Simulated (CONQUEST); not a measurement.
Set-up for a self-consistent single point of Au (I4/mmm, 4 atoms in the cell; from Materials Project mp-81, changed as shown).

```yaml
crystal:
  lattice:
    - [4.17129, 0.00000, 0.00000]
    - [0.00000, 4.17129, 0.00000]
    - [0.00000, 0.00000, 4.25472]
  atoms:
    - { symbol: Au, position: [0.00000, 0.00000, 0.00000] }
    - { symbol: Au, position: [0.00000, 0.50000, 0.50000] }
    - { symbol: Au, position: [0.50000, 0.00000, 0.50000] }
    - { symbol: Au, position: [0.50000, 0.50000, 0.00000] }
```

Computed with CONQUEST with PBE, numerical atomic orbitals double-zeta with polarisation (the shipped basis), PseudoDojo norm-conserving potentials made for PBE.

CONQUEST settings:

basis: DZP
Diag.MPMeshX, Y, Z: 5 5 5
potentials: PseudoDojo norm-conserving PBE
Grid.GridCutoff: 140 Ha
DM.SolutionMethod: diagon
Diag.kT: 0.003675 Ha
Diag.GammaCentred: true
minE.SCTolerance: 1.0e-06
SC.MaxIters: 100
SC.LinearMixingFactor: 0.5
SC.KerkerPreCondition: true
SC.KerkerFactor: 0.5 1/bohr
AtomMove.TypeOfRun: static

Results:

```
Quantity                                                  Result
------------------------------------------------  --------------
Number of valence electrons                                   76
Number of bands                                               76
Number of k-points after the program's reduction              63
Size of the basis                                             76
Number of SCF iterations                                      12
FFT grid                                            48 × 48 × 48
Free energy E − TS                                -16129.6535 eV
Fermi level (on the code's own zero)                    -4.29 eV
Pressure                                               -1.60 GPa
```

Stress (GPa, positive for compression):
```
-1.44   0.00   0.00
 0.00  -1.44   0.00
 0.00   0.00  -1.92
```

For comparison: a first run was changed to give this one (lattice vector c scaled by 1.02), and from it to this one the free energy goes up by 1.9 meV/atom and the pressure goes from 0.93 to -1.60 GPa.

The program uses no crystal symmetry, so grid and mesh can part values that symmetry would make equal. The atom-centred basis is finite, which shifts total energies and pressures against plane waves. The structure comes from a collection of computed structures, made at another level of theory; the collection holds predicted forms beside known ones. No clean gap shows at this smearing width and mesh (spacing up to 0.30 Å⁻¹); the mesh is coarse for partly filled bands, so the values carry mesh errors.

Cost on one core: roughly 2.3 core-minutes.
